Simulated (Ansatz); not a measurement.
Starting cell, LiNbO₃ (LiNbO3 type, space group R3c):

```xyz
10
Lattice="2.5949 1.4982 4.6719 -2.5949 1.4982 4.6719 0.0000 -2.9963 4.6719" Properties=species:S:1:pos:R:3 pbc="T T T"
Li     0.0000     0.0000     9.8478
Li     0.0000     0.0000     2.8400
Nb     0.0000     0.0000    13.7893
Nb     0.0000     0.0000     6.7815
O     -0.6421     1.4586     8.2375
O      1.5842    -0.1732     8.2375
O     -0.9421    -1.2854     8.2375
O      1.0107     1.3250     5.9016
O      0.6421    -1.5378     5.9016
O     -1.6528     0.2128     5.9016
```

The atoms are displaced by Q × the pattern below (from a DFPT mode at Γ, largest move 1; Q in Å), at fixed cell. It is one choice among 2 degenerate patterns.

```csv
atom,x,y,z
Li1,-0.582,-0.813,0.000
Li2,0.582,-0.813,0.000
Nb3,0.093,0.010,0.000
Nb4,-0.093,0.010,0.000
O5,-0.142,-0.039,0.192
O6,0.126,0.080,0.057
O7,-0.111,0.253,-0.249
O8,-0.126,0.080,0.057
O9,0.142,-0.039,0.192
O10,0.111,0.253,-0.249
```

All values below come from PBE (plane waves to 420 eV, PAW, scalar-relativistic; Ansatz, a first-principles code). k mesh 8×8×8 (Γ-centred), Fermi-Dirac smearing 0.05 eV. E stands for the smeared free energy. LiNbO3 is run without spin polarisation. LiNbO3 was relaxed with its symmetry unable to fall. ΔE is measured from the undisplaced structure.

```csv
Q (Å),ΔE (meV/cell)
-0.2800,withheld
-0.2333,272
-0.1867,168
-0.1400,92
-0.0933,40
-0.0467,10
0.0000,0
0.0467,9
0.0933,37
0.1400,83
0.1867,147
0.2333,230
0.2800,332
```

Problem. Fit a polynomial form (powers 2, 3, 4) to the given rows and predict ΔE at Q = -0.2800.

Solution. Least squares on the 12 given rows: ΔE = (4386)·Q² + (-1657)·Q³ + (4021)·Q⁴, in meV/cell with Q in Å; root-mean-square residual 0.3 meV/cell. At -0.2800 the fit gives 405 meV/cell; the calculation gives 408 meV/cell, so the extrapolation is off by -3 (-0.7 %). The quadratic term alone would give 344 meV/cell.

(For displaced atoms, the force is minus the slope of the energy, and its curvature is a force constant, which sets phonon frequencies.)
